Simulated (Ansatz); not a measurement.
Data:

ZnS:
```cif
data_S6Zn6
_chemical_formula_sum 'Zn6 S6'
_space_group_name_H-M_alt 'P 1'
_space_group_IT_number 1
_cell_length_a 3.74287
_cell_length_b 3.74287
_cell_length_c 18.37454
_cell_angle_alpha 90.000
_cell_angle_beta 90.000
_cell_angle_gamma 120.000
loop_
_space_group_symop_operation_xyz
  'x, y, z'
loop_
_atom_site_label
_atom_site_type_symbol
_atom_site_fract_x
_atom_site_fract_y
_atom_site_fract_z
_atom_site_occupancy
Zn1 Zn 0.33333 0.66667 0.83330 1
Zn2 Zn 0.66667 0.33333 0.33330 1
Zn3 Zn 0.66667 0.33333 0.66687 1
Zn4 Zn 0.33333 0.66667 0.16687 1
Zn5 Zn 0.00000 0.00000 0.50002 1
Zn6 Zn 0.00000 0.00000 0.00002 1
S1 S 0.33333 0.66667 0.95809 1
S2 S 0.66667 0.33333 0.45809 1
S3 S 0.66667 0.33333 0.79162 1
S4 S 0.33333 0.66667 0.29162 1
S5 S 0.00000 0.00000 0.62509 1
S6 S 0.00000 0.00000 0.12509 1
```

This is the LDA-relaxed structure.

**Question.** All from the program Ansatz at the LDA level (PAW), unless another level is named. Give the electronic dielectric constant ε∞ (DFPT).

**Answer.** 6.15 (xx = yy), 6.20 (zz).

**Question.** And the Born charges (a third of the trace)?

**Answer.** Zn +1.88 to +1.91, S -1.89 e.

**Question.** Predict the static dielectric constant ε0 (ions relaxed, cell fixed).

**Answer.** 8.71 (xx = yy), 8.87 (zz).

Space group P6_3mc (6H polytype). The first step of the workflow began from a Materials Project structure, measured or hypothetical. Its sites differ from those of the usual phase in this space group: another stacking or structure type. Symmetry was held in the LDA relaxation; whether a distortion lowers the energy is not shown.

Potentials: the later of the program's two PAW sets.
